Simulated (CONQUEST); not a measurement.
Consider a self-consistent single point of CdHgSe₂ (P-4m2, 4 atoms in the cell; from Materials Project mp-1226729, changed as shown).

```
CdHgSe2
1.0
    4.27695     0.00000     0.00000
    0.00000     4.27695     0.00000
    0.00000     0.00000     6.03606
Cd Hg Se
1 1 2
Cartesian
  2.13847   2.13847   3.01803
  0.00000   0.00000   0.00000
  0.00000   2.13847   1.52718
  2.13847   0.00000   4.50887
```

Method: LDA (PW92), numerical atomic orbitals double-zeta with polarisation (the shipped basis), PseudoDojo norm-conserving potentials made for LDA (CONQUEST).

CONQUEST settings:

- basis = DZP
- Diag.MPMeshX, Y, Z = 6 6 6
- potentials = PseudoDojo norm-conserving LDA
- Grid.GridCutoff = 140 Ha
- DM.SolutionMethod = diagon
- Diag.kT = 0.003675 Ha
- Diag.GammaCentred = true
- minE.SCTolerance = 1.0e-06
- SC.MaxIters = 100
- SC.LinearMixingFactor = 0.3
- SC.KerkerPreCondition = true
- SC.KerkerFactor = 0.1 1/bohr
- AtomMove.TypeOfRun = static

Results:

* **Number of valence electrons**: 72
* **Number of bands**: 74
* **Number of k-points after the program's reduction**: 154
* **Size of the basis**: 74
* **Number of SCF iterations**: 7
* **FFT grid**: 48 × 48 × 64
* **Free energy E − TS**: -15901.5167 eV
* **Fermi level (on the code's own zero)**: -4.74 eV
* **Pressure**: 0.89 GPa

Stress (GPa, positive for compression):
```
0.90  0.00  0.00
0.00  0.90  0.00
0.00  0.00  0.87
```

For comparison: a first run was changed to give this one (lattice scaled by 0.98), and from it to this one the free energy falls by 8.9 meV/atom and the pressure goes from -2.36 to 0.89 GPa.

The program uses no crystal symmetry, so grid and mesh can part values that symmetry would make equal. The atom-centred basis is finite, which shifts total energies and pressures against plane waves. The structure comes from a collection of computed structures, made at another level of theory; the collection holds predicted forms beside known ones. No clean gap shows at this smearing width and mesh (spacing up to 0.24 Å⁻¹); the mesh is coarse for partly filled bands, so the values carry mesh errors. Semi-local functionals can close small gaps.

Cost on one core: very roughly 50 core-seconds.
